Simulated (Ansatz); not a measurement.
Sb, DFT, PBEsol, all-electron PAW with datasets made for the crystal, scalar-relativistic (Ansatz 0.2.0), run on 1 thread of Intel(R) Xeon(R) 6975P-C (Granite Rapids) on a shared host.

The geometry is COD entry 9013008, unchecked; take it as a test cell. The listed cell was then made from it by scaling, straining or moving an atom.

Command: `ansatz run input.yaml --threads 1 --pin off --max-ram 3072MiB --backend cpu --events-out ev --progress --plain --runs-dir out`

```yaml
crystal:
  lattice:
    - [3.2548, 0.0, 0.0]
    - [0.0, 3.2548, 0.0]
    - [0.0, 0.0, 3.16]
  atoms:
    - { symbol: Sb, position: [0.0, 0.0, 0.0] }
kpoints:
  mp_grid: { grid: [13, 13, 13] }
scf:
  occupations: { method: fermi_dirac, width: 0.05 }
hamiltonian:
  xc: pbesol
  pseudopotentials: { kind: all_electron, datasets: crystal }
output:
  forces: true
  stress: true
  eigenvalues: true
  efg: { contact_densities: true }
```

(1) How large is the problem that the program sets up?

(2) Estimate the wall time and the peak memory.

Answers

(1) 196 irreducible k-points, 123 plane waves at Γ, 7 bands.

(2) 3.2 s of wall time for 6 SCF iterations, with a peak of 0.4 GiB. Times on shared machines scatter by tens of per cent.
